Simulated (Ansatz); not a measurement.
Y (hcp, Mg type)

```yaml
crystal:
  lattice:
    - [3.68257, 0.00000, 0.00000]
    - [-1.84129, 3.18920, 0.00000]
    - [0.00000, 0.00000, 5.69848]
  atoms:
    - { symbol: Y, position: [0.33333, 0.66667, 0.75000] }
    - { symbol: Y, position: [0.66667, 0.33333, 0.25000] }
```

E(V) scan at fixed shape, V₀ the volume above. Symmetry pins the atoms to their sites.

Level of theory: r2SCAN (plane waves to 500 eV, PAW, scalar-relativistic; Ansatz, a quantum-chemistry and plane-wave program). k mesh 15×15×8 (Γ-centred), Fermi-Dirac smearing 0.05 eV. The energy includes the smearing's −TS. With the shape held, the modulus is that of even scaling; a crystal free to change shape is softer. Y is run without spin polarisation. Y was relaxed with its symmetry unable to fall. ΔE is measured from the relaxed starting cell. The last digit holds for this mesh only.

| V (Å³/atom) | ΔE (meV/atom) |
|---|---|
| 28.109 | 136.0 |
| 29.447 | 72.3 |
| 30.786 | 30.4 |
| 32.124 | 7.2 |
| 33.463 | 0.0 |
| 34.801 | 6.4 |
| 36.140 | 24.3 |
| 37.478 | 51.9 |
| 38.817 | 87.9 |

### Question
What is the fitted pressure derivative B₀′?

### Answer
3.0.

### Question
What bulk modulus at fixed cell shape B₀ follows from a third-order Birch-Murnaghan fit?

### Answer
40.4 GPa. Check by three points about V = 33.463 Å³/atom, step 2.677: d²E/dV² ≈ (30 − 2·0 + 24) meV / 2.677² = 0.00754 eV/Å⁶, and V·d²E/dV² × 160.2 = 40.4 GPa.

(A scan under strain: stresses follow from slopes of the energy per volume, elastic moduli from its curvatures.)
